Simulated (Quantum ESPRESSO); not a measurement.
# Moving one atom in Si2Ga3P3

These are calculations, not measurements. They come from pw.x of Quantum ESPRESSO 7.5, a plane-wave density functional program, with PseudoDojo standard norm-conserving files (v0.5 for PBE, v0.4.1 for LDA and PBEsol). The cells are made up: elements, strain and atom displacements were drawn at random, and nothing was relaxed. There is no spin polarisation, spin-orbit coupling or dispersion term.

The cell has 8 sites of a zincblende or diamond lattice. Sites 1 to 4 hold Si Ga Ga Ga; sites 5 to 8 hold P Si P P. Cell vectors in Å: (5.522, 0.000, 0.000); (0.000, 5.522, 0.000); (0.000, 0.000, 5.522). Settings: PBE, cutoff 1088 eV, 4 x 4 x 4 k mesh shifted by half a step, Fermi-Dirac smearing of 0.025 eV.

Each run shifts the P atom on site 5 along z and leaves all else fixed. Site 4 is one of its nearest neighbours. E is the free energy of the cell above the lowest run shown. The last column is band 32 less band 31 at Gamma, from a band step after each run.

| run | shift (Å) | Fz on site 5 (eV/Å) | Fz on site 4 (eV/Å) | P (GPa) | E (meV) | level step at Gamma (eV) |
| --- | --- | --- | --- | --- | --- | --- |
| 1 | -0.1529 | 3.588 | -1.340 | 1.12 | 665.6 | 0.547 |
| 2 | -0.0933 | 3.063 | -1.151 | 0.79 | 467.2 | 0.539 |
| 4 | -0.0025 | 2.190 | -0.849 | 0.38 | 228.1 | 0.506 |
| 5 | 0.1109 | 1.021 | -0.474 | 0.03 | 45.5 | 0.442 |
| 6 | 0.1324 | 0.794 | -0.405 | -0.01 | 26.0 | 0.432 |
| 7 | 0.1807 | 0.283 | -0.255 | -0.09 | 0.0 | 0.416 |
| 3 | -0.0242 | ? | ? | ? | ? | ? |

A rerun of one of these cells at 1377 eV and k mesh 6 x 6 x 6 moved values by no more than 0.013 eV in the cell's energy, 0.03 GPa in stress and 0.006 eV/Å in force.

## Worked fit

A parabola through the six runs shown gives Fz on site 5 = 2.162 - 9.86 u - 3.2 u² eV/Å, with u in Å and a scatter of 0.010 eV/Å. Minus the slope, 9.86 ± 0.16 eV/Å², is this atom's force constant along z at u = 0, with its periodic images moving too. The fitted force does not vanish within the range. The error is the larger of the fit's own and the change that a cubic makes, rounded up.

## Withheld run

Question: what Fz on site 5 should run 3 give?

The fit gives 2.399 eV/Å. The calculation gave 2.405 eV/Å.

```
run  shift (Å)  Fz on site 5 (eV/Å)  Fz on site 4 (eV/Å)  P (GPa)  E (meV)  level step at Gamma (eV)
  3    -0.0242                2.405               -0.922     0.47    278.0                     0.517
```